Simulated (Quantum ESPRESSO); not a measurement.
```cif
data_Li2S4Ta2
_chemical_formula_sum 'Li2 S4 Ta2'
_space_group_name_H-M_alt 'P63/mmc'
_space_group_IT_number 194
_space_group_name_Hall '-P 6c 2c'
_cell_length_a 3.34861
_cell_length_b 3.34861
_cell_length_c 12.88806
_cell_angle_alpha 90.000
_cell_angle_beta 90.000
_cell_angle_gamma 120.000
loop_
_atom_site_label
_atom_site_type_symbol
_atom_site_symmetry_multiplicity
_atom_site_Wyckoff_symbol
_atom_site_fract_x
_atom_site_fract_y
_atom_site_fract_z
_atom_site_occupancy
Li1 Li 2 a 0.00000 0.00000 0.00000 1
S1 S 4 f 0.33333 0.66667 0.12788 1
Ta1 Ta 2 b 0.00000 0.00000 0.25000 1
```

The geometry is that of Materials Project entry mp-1206881, symmetrised and not relaxed again.

### Question
What does norm-conserving LDA (Quantum ESPRESSO, 74 Ry, without SOC) give for the electronic structure near the Fermi level?

### Answer
The LDA gap is indirect, 0.71 eV, from Γ to 43 % of the way from K to Γ; the smallest direct gap is 1.61 eV. Without spin-orbit coupling, band edges of such heavy elements can be off by tenths of an eV.

The structure is a Materials Project entry; no match was found in the copy of COD used, and its stability was not checked.
